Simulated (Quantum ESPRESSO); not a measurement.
# Planted mistakes on one cell of SiAsF3O3

Calculated results; nothing here was measured. They come from pw.x of Quantum ESPRESSO 7.5, a plane-wave density functional program, with PseudoDojo standard norm-conserving files (v0.5 for PBE, v0.4.1 for LDA and PBEsol). The cells are made up: elements, strain and atom displacements were drawn at random, and nothing was relaxed. There is no spin polarisation, spin-orbit coupling or dispersion term.

The cell has 9 sites of a quartz lattice. Sites 1 to 3 hold Si As empty; sites 4 to 9 hold F F O O F O. Cell vectors in Å: (5.195, 0.063, 0.052); (-2.543, 4.388, -0.039); (0.058, -0.016, 5.686). Settings: PBE, cutoff 1143 eV, 5 x 5 x 4 k mesh shifted by half a step, Fermi-Dirac smearing of 0.025 eV.

The intended run has a self-consistency threshold of 1e-07 eV, a smearing term of 0.000 eV, a pressure of 5.16 GPa and 14 iterations. Each further run changes one thing: all lengths scaled by 0.9840; atoms of sites 4 and 9 exchanged; cutoff 791 eV; files of PBEsol; k mesh 1 x 1 x 1; one electron added; smearing 0.5 eV; threshold 0.1 eV. A coarse mesh keeps the shift, and a charged cell sits in a uniform background.

```
run  change of free energy (eV)  smearing term -TS (eV)  change of P (GPa)  largest change of a force component (eV/Å)  iterations
  A                       0.019                   0.000              -0.51                                       0.108           7
  B                       0.292                   0.000               4.99                                       0.981          13
  C                       3.653                  -0.007              17.38                                       1.239          13
  D                       4.205                   0.000             -41.63                                       0.153          13
  E                      -0.480                   0.000              -0.29                                       4.410          14
  F                      15.713                   0.000              -2.61                                       0.320          14
  G                      -0.161                   0.000               0.19                                       0.739          13
  H                      -0.576                  -1.379               3.03                                       1.142          13
```

A rerun of the intended cell at 1437 eV and k mesh 7 x 7 x 6 moved values by no more than 0.004 eV in the cell's energy, 0.02 GPa in stress and 0.002 eV/Å in force.

Question: which change belongs to which run?

## Worked reading

Run A has the fewest iterations, as a run stopped early does. Run H has the largest smearing term, as wide smearing gives. Run D has a higher energy and the largest fall in pressure, as too small a basis gives. Run B changes the volume by a factor of 0.9528; minus its pressure change over the logarithm of that factor, 103 GPa, is a rough bulk modulus with clamped atoms. Energies from files of another functional, or of a charged cell, have another zero and say nothing on stability; the pressure of a charged cell rests on the program's zero of potential too.

## Key

| run | change |
| --- | --- |
| A | threshold 0.1 eV |
| B | all lengths scaled by 0.9840 |
| C | one electron added |
| D | cutoff 791 eV |
| E | atoms of sites 4 and 9 exchanged |
| F | files of PBEsol |
| G | k mesh 1 x 1 x 1 |
| H | smearing 0.5 eV |